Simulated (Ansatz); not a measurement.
## Bond compression in TaRu

```yaml
crystal:
  lattice:
    - [3.05300, 0.00000, 0.00000]
    - [0.00000, 3.05300, 0.00000]
    - [0.00000, 0.00000, 3.38900]
  atoms:
    - { symbol: Ta, position: [0.50000, 0.50000, 0.50000] }
    - { symbol: Ru, position: [0.00000, 0.00000, 0.00000] }
```

The cell is entry 1523017 of the Crystallography Open Database, unrelaxed.

Its shortest bond, of 2.744 Å between atom 1 (Ta) and the nearest image of atom 2 (Ru), is scaled by moving both atoms along it, with the cell held. The force apart is half the difference of the two atoms' forces along the bond; it holds the pull and push of their other neighbours too.

Computed with Ansatz 0.2.0; functional PBEsol, scalar-relativistic. Settings: a Γ-centred 10×10×9 k mesh, Fermi–Dirac smearing of 0.05 eV, no spin polarisation. Methods: LAPW: all electrons, basis error target 1 meV/atom; PAW: frozen-core files, cutoff 420 eV.

Energies are extrapolated to zero smearing and count from the unscaled cell; pressure is positive in compression; gaps take the mesh and a band path. No temperature or zero-point motion is included.

Spin–orbit coupling is left out, which matters for the heavy atoms. The PAW files were made under PBE.

```
bond (Å)  force apart (eV/Å)  P LAPW (GPa)  ΔE LAPW (eV/atom)  P PAW − LAPW (GPa)  ΔE PAW − LAPW (meV/atom)  force PAW − LAPW (eV/Å)
   2.744                0.00         -5.25              0.000               -0.10                       0.0                    0.000
   2.250                4.39         16.15              0.412                0.05                      -0.3                    0.008
   2.086                8.38             ?              0.927                0.21                       1.0                    0.027
   1.921               15.31          65.4              1.872                0.48                       4.5                    0.070
```

(1) Give the missing entry: row "2.086", column "P LAPW (GPa)".

(2) How do the Löwdin populations by LAPW change from the unscaled cell to the last row, on the two atoms of the bond?

Answers

(1) 36.2.

(2) Ta1 5d 3.90 → 4.02 electrons an atom. These are projections on the shells that the free atoms fill; 0.20 e a cell lies outside them at the start and 0.16 e at the end.
